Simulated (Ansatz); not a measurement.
Simulated powder pattern, Cu Kα, λ = 1.54184 Å (kinematic, ideal powder, no thermal factors, no anomalous dispersion; the 30 strongest lines at most, above 1 %, up to 2θ = 90°):

| 2θ (°) | I/Imax (%) |
|---|---|
| 26.34 | 100 |
| 30.50 | 7.7 |
| 43.68 | 69 |
| 51.73 | 45 |
| 54.21 | 2.1 |
| 63.49 | 11 |
| 69.97 | 18 |
| 72.06 | 3.0 |
| 80.24 | 22 |
| 86.23 | 14 |

The pattern belongs to a structure relaxed with LDA in the plane-wave PAW code Ansatz.

### Question
Which compound is it?
(A) ZnSe, zinc blende
(B) AlP, zinc blende
(C) GaN, zinc blende
(D) CuI, zinc blende

### Answer
D, CuI, zinc blende

### Question
Give the lattice parameters.

### Answer
a = 5.861 Å.

Space group F-43m (zinc blende). The LDA relaxation kept the symmetry of its start. The run is not spin-polarised. Spin–orbit coupling is left out wherever it is not named.

Potentials: the earlier of the program's two PAW sets. The files were generated under PBE; for other functionals the program regenerates the frozen cores, and for LDA and PBEsol the local potential too.
